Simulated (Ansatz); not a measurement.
A 12-atom cell of Zr3SnO8 built on the rutile structure (relaxed group Cmmm): a single-point calculation in the PAW code Ansatz (r2SCAN). Cell and atoms come from a relaxation with r2SCAN.

input.yaml:
```yaml
crystal:
  lattice:
    - [3.4359306724, -3.4156115276, 0.0]
    - [3.4359306724, 3.4156115276, 0.0]
    - [0.0, 0.0, 6.4894972886]
  atoms:
    - { symbol: Zr, position: [0.5, 0.5, 0.2487261498] }
    - { symbol: Sn, position: [0.0, 0.0, 0.0] }
    - { symbol: O, position: [0.1937218192, 0.1937218192, 0.2463627013] }
    - { symbol: O, position: [0.8062781808, 0.8062781808, 0.2463627013] }
    - { symbol: O, position: [0.6973704742, 0.3026295258, 0.0] }
    - { symbol: O, position: [0.3026295258, 0.6973704742, 0.0] }
    - { symbol: Zr, position: [0.5, 0.5, 0.7512738502] }
    - { symbol: Zr, position: [0.0, 0.0, 0.5] }
    - { symbol: O, position: [0.1937218192, 0.1937218192, 0.7536372987] }
    - { symbol: O, position: [0.8062781808, 0.8062781808, 0.7536372987] }
    - { symbol: O, position: [0.6937581415, 0.3062418585, 0.5] }
    - { symbol: O, position: [0.3062418585, 0.6937581415, 0.5] }
kpoints:
  mp_grid: { grid: [6, 6, 4] }
  band_path:
    path:
      - [0.0, 0.0, 0.0]
      - [0.5, 0.5, 0.0]
      - [0.5029481188, 0.4970518812, 0.0]
      - [0.4970518812, -0.4970518812, 0.0]
      - [0.0, 0.0, 0.5]
      - [0.4970518812, -0.4970518812, 0.5]
      - [0.5029481188, 0.4970518812, 0.5]
      - [0.5, 0.5, 0.5]
      - [0.5, 0.0, 0.0]
    npoints: 1
hamiltonian:
  xc: r2scan
scf:
  occupations: { method: fixed }
  n_extra_bands: 7
output:
  forces: true
  stress: true
  eigenvalues: true
```

Wall time 30 s on 1 × NVIDIA H100 80GB HBM3 with 2 threads of AMD EPYC 7R13 Processor (Zen 3), on a shared host, load about 0.7 per core; peak host memory 1.3 GiB.

The output, standing remarks left out:
```
scf.n_extra_bands = 7 over 49 filled bands (N_el = 98.0): the run solves 56 bands
Functional definition: r2SCAN
  parameter k0 = 0.174
  parameter k1 = 0.065
  parameter a1 = 4.9479
  exchange = r2scan_x(k0 = k0, k1 = k1, a1 = a1)
  correlation = r2scan_c
Crystal: 12 atoms, lattice volume = 152.319 Å³
Basis set: ecut = 500 eV, 3871 PW (Γ)
Symmetry: 8 space group operations
Space group: Cmmm (ITA 65)
k-points: 39 of 144
preconditioner: auto → Resta (q_TF=auto, 2.535 Å⁻¹)  ε∞=3.9  [insulator: Δε(μ)=3.587 eV  ℏωp=28.9 eV]
NSCF: frozen V_eff on 9 k-points
SCF converged after 9 iterations
Free energy (F): -23190.105696 eV
Fermi energy:    8.717424 eV
--- Per-component energies (eV) ---
  E_band       = -524.283574
  E_kinetic    = 2605.456245
  E_local      = -5652.620769
  E_nonlocal   = 573.319675
  E_hartree    = 2177.748546
  E_xc         = -1431.884166
  E_vxc        = -1587.712563
  E_paw        = -14361.376735
  E_vpaw       = -916.458464
  E_vtau       = 98.226138
  E_ewald      = -7100.742290
  E_core_change = -0.014432
--- Forces (eV/Å), atoms counted from 1 ---
  atom   1  Zr      0.00000      0.00000      0.00383
  atom   2  Sn      0.00000      0.00000      0.00000
  atom   3  O     -0.00208      0.00000    -0.00037
  atom   4  O       0.00208      0.00000    -0.00037
  atom   5  O       0.00000      0.00005      0.00000
  atom   6  O       0.00000    -0.00005      0.00000
  atom   7  Zr      0.00000      0.00000    -0.00383
  atom   8  Zr      0.00000      0.00000      0.00000
  atom   9  O     -0.00208      0.00000      0.00037
  atom  10  O       0.00208      0.00000      0.00037
  atom  11  O       0.00000      0.00438      0.00000
  atom  12  O       0.00000    -0.00438      0.00000
--- Stress (GPa, compression-positive) ---
        0.009922       0.000000       0.000000
        0.000000       0.011654       0.000000
        0.000000       0.000000       0.016221
  P = ⅓ Tr σ = 0.0126 GPa (0.126 kbar)
```

Levels at the listed points, from bands.tsv (eV from the Fermi energy, bands near the gap, counted from 0):
```tsv
# k_distance	band_44	band_45	band_46	band_47	band_48	band_49	band_50	band_51	band_52
# fermi_ev = 8.717424
# [0, 0, 0] at k_distance = 0.000000
# [0.5, 0.5, 0] at k_distance = 0.914335
# [0.5029481188, 0.4970518812, 0] at k_distance = 0.919758
# [0.4970518812, -0.4970518812, 0] at k_distance = 2.209006
# [0, 0, 0.5] at k_distance = 3.243605
# [0.4970518812, -0.4970518812, 0.5] at k_distance = 4.157957
# [0.5029481188, 0.4970518812, 0.5] at k_distance = 5.447204
# [0.5, 0.5, 0.5] at k_distance = 5.452627
# [0.5, 0, 0] at k_distance = 6.261859
# levels_relative_to = fermi_ev
0.000	-0.925	-0.785	-0.626	-0.570	0.000	3.332	4.504	5.048	5.391
0.914	-1.034	-0.965	-0.873	-0.648	-0.484	3.762	4.716	4.929	5.390
0.920	-1.034	-0.965	-0.873	-0.648	-0.484	3.762	4.716	4.929	5.387
2.209	-1.034	-0.965	-0.873	-0.648	-0.484	3.762	4.716	4.929	5.387
3.244	-1.056	-0.913	-0.694	-0.557	-0.438	4.528	4.715	4.717	5.201
4.158	-1.361	-0.963	-0.918	-0.853	-0.702	4.649	4.884	5.140	5.166
5.447	-1.361	-0.963	-0.918	-0.853	-0.702	4.649	4.884	5.140	5.166
5.453	-1.361	-0.963	-0.918	-0.853	-0.702	4.649	4.884	5.140	5.166
6.262	-1.239	-1.081	-0.934	-0.719	-0.616	3.871	4.439	4.579	4.946
```
In order the rows are Γ, Y, C₀, Σ₀, Z, A₀, E₀, T, S.

The r2SCAN gap is direct at Γ: 3.33 eV. Edges are sought over the mesh and the listed points. The mean stress is close to zero (0.01 GPa).

No spin polarisation. The prototype was imposed, so other structures may be more stable.

No spin-orbit coupling is included; it can move band edges with weight on the heavy atoms by tenths of an eV.
